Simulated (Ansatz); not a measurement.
Here is the system:

ScBeNO:
```xyz
4
Lattice="3.2374 0.0000 0.0000 -1.6187 2.8037 0.0000 0.0000 0.0000 4.7323" Properties=species:S:1:pos:R:3 pbc="T T T"
Sc     0.0000     1.8691     2.4666
Be     1.6187     0.9346     4.6790
O      0.0000     1.8691     0.4240
N      1.6187     0.9346     3.0781
```

This is the LDA-relaxed structure.

Problem. All from LDA (plane waves, PAW; program Ansatz), unless another level is named. Give the formation energy from the elements (no fitted shifts).

Solution. -2.03 eV/atom.

Problem. Predict the electron effective mass.

Solution. 0.39, 0.39, 0.62 mₑ (principal values).

Problem. Give the smallest direct gap on the standard path.

Solution. 3.45 eV.

Problem. What about the conduction-band minimum?

Solution. at Γ.

Space group P3m1. The start of the workflow was typed in or built on a structure type; neither database checked (COD, Materials Project) lists it. Whether it is the stable phase at ambient conditions was not checked. The cell was relaxed with LDA under the symmetry of its start. At this level the phase is dynamically unstable (imaginary phonons). The run is not spin-polarised. The volume moved by -25 % from the start of the relaxation. The references are the lowest solids computed at this level, not always the standard phases (solids in place of the gases).

Potentials: the earlier of the program's two PAW sets. The files were generated under PBE; for other functionals the program regenerates the frozen cores, and for LDA and PBEsol the local potential too.
